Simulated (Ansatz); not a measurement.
Hf2SnC:
```cif
data_C2Hf4Sn2
_chemical_formula_sum 'Hf4 Sn2 C2'
_space_group_name_H-M_alt 'P 1'
_space_group_IT_number 1
_cell_length_a 3.30033
_cell_length_b 3.30033
_cell_length_c 14.36941
_cell_angle_alpha 90.000
_cell_angle_beta 90.000
_cell_angle_gamma 120.000
loop_
_space_group_symop_operation_xyz
  'x, y, z'
loop_
_atom_site_label
_atom_site_type_symbol
_atom_site_fract_x
_atom_site_fract_y
_atom_site_fract_z
_atom_site_occupancy
Hf1 Hf 0.33333 0.66667 0.08528 1
Hf2 Hf 0.66667 0.33333 0.91472 1
Hf3 Hf 0.66667 0.33333 0.58528 1
Hf4 Hf 0.33333 0.66667 0.41472 1
Sn1 Sn 0.33333 0.66667 0.75000 1
Sn2 Sn 0.66667 0.33333 0.25000 1
C1 C 0.00000 0.00000 0.00000 1
C2 C 0.00000 0.00000 0.50000 1
```

This is the PBEsol-relaxed structure.

Question: All from PBEsol in the plane-wave PAW code Ansatz, unless another level is named. Estimate the electronic character.

Answer: metallic (no gap).

Question: Predict the formation energy from the elements (no fitted shifts).

Answer: -0.84 eV/atom.

Question: And the density of states at the Fermi level?

Answer: 0.39 states/eV per atom (mean over ±0.08 eV).

Space group P6_3/mmc. The first step of the workflow began from a Materials Project structure, measured or hypothetical; the Crystallography Open Database copy checked does not list it. Whether it is the stable phase at ambient conditions was not checked. The cell was relaxed with PBEsol under the symmetry of its start; its stability against distortions is not shown here. No spin polarisation was allowed. The references are the lowest solids computed at this level, not always the standard phases. Spin–orbit coupling is left out wherever it is not named.

Potentials: the later of the program's two PAW sets.
